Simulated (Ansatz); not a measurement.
## Where the states of RhN lie

```cif
data_structure
_symmetry_space_group_name_H-M 'P6_3mc'
_symmetry_Int_Tables_number 186
_cell_length_a 3.1221
_cell_length_b 3.1221
_cell_length_c 5.7753
_cell_angle_alpha 90.000
_cell_angle_beta 90.000
_cell_angle_gamma 120.000
_cell_volume 48.75
loop_
_atom_site_label
_atom_site_type_symbol
_atom_site_symmetry_multiplicity
_atom_site_Wyckoff_symbol
_atom_site_fract_x
_atom_site_fract_y
_atom_site_fract_z
_atom_site_occupancy
Rh1 Rh 2 b 0.33333 0.66667 0.00687 1
N1 N 2 b 0.33333 0.66667 0.36913 1
```

The runs use the primitive cell with vectors (3.122, 0.000, 0.000), (-1.561, 2.704, 0.000), (0.000, 0.000, 5.775) Å, to which the k mesh refers.

The structure comes from a relaxation in the same program, started in the wurtzite type, and has space group P6_3mc. Whether it is a known phase or the ground state wasn't checked.

Method: Ansatz 0.2.0, DFT, PBE, all-electron LAPW, scalar-relativistic.

Sampling and basis: a Γ-centred 15×15×8 k mesh, Fermi–Dirac smearing of 0.05 eV, basis error target 0.5 meV/atom, no spin polarisation.

States per eV and cell, averaged over 0.4 eV, from -7.4 to 6.0 eV, with energies (bin centres) from the Fermi level; empty bins are left out. The partial columns, the largest 5 alone, are projections on Löwdin-orthogonalised atomic shells (those that the program's projection atoms carry: the occupied ones and, for some elements, an empty d or f shell; other empty shells have no column), summed over atoms of an element. Weights on diffuse s and p shells depend on that basis and aren't pure angular character.

```
E (eV)  total  Rh 4d  N 2p  Rh 5s  N 2s  Rh 4p
  -7.3   4.99   2.13  2.49   0.31  0.02   0.01
  -6.9   4.42   1.81  2.33   0.22  0.01   0.02
  -6.5   3.07   1.48  1.50   0.06  0.01   0.01
  -6.1   7.19   3.28  3.70   0.14  0.01   0.03
  -5.7   5.49   2.18  3.10   0.13  0.02   0.03
  -5.3   3.76   1.38  2.26   0.07  0.01   0.02
  -4.9   1.08   0.35  0.68   0.04  0.00   0.00
  -3.7   0.52   0.50  0.01   0.00  0.00   0.00
  -3.3   2.64   2.49  0.09   0.02  0.01   0.00
  -2.9   3.92   3.59  0.21   0.04  0.03   0.00
  -2.5   4.42   3.97  0.28   0.06  0.05   0.00
  -2.1   5.08   4.66  0.31   0.05  0.02   0.00
  -1.7   4.94   4.20  0.51   0.05  0.10   0.00
  -1.3   2.53   1.82  0.50   0.03  0.09   0.00
  -0.9   2.15   1.46  0.48   0.02  0.11   0.00
  -0.5   2.05   1.37  0.47   0.01  0.13   0.00
  -0.1   2.28   1.39  0.67   0.01  0.11   0.01
   0.3   2.41   1.37  0.84   0.02  0.10   0.01
   0.7   2.54   1.40  0.92   0.02  0.11   0.01
   1.1   3.01   1.58  1.17   0.04  0.12   0.01
   1.5   3.31   1.64  1.35   0.09  0.13   0.01
   1.9   3.11   1.49  1.39   0.06  0.08   0.01
   2.3   2.59   1.23  1.18   0.05  0.07   0.01
   2.7   1.67   0.74  0.76   0.07  0.06   0.00
   3.1   0.76   0.34  0.39   0.01  0.00   0.00
   3.5   0.65   0.20  0.28   0.12  0.04   0.00
   3.9   0.31   0.03  0.07   0.15  0.05   0.00
   4.3   0.34   0.02  0.06   0.18  0.06   0.00
   4.7   0.38   0.02  0.06   0.22  0.06   0.00
   5.1   0.44   0.02  0.06   0.26  0.06   0.00
   5.5   0.51   0.02  0.06   0.31  0.07   0.00
   5.9   0.60   0.02  0.06   0.37  0.07   0.00
```

Question: Which of the resolved shells contributes most within 0.3 eV of the Fermi level?

Answer: Rh 4d, with 60 % of all states there; N 2p follows with 31 %.

Question: Where is the centre of the filled Rh 4d states between -14 eV and the top of the filled states?

Answer: -3.44 eV from the Fermi level.
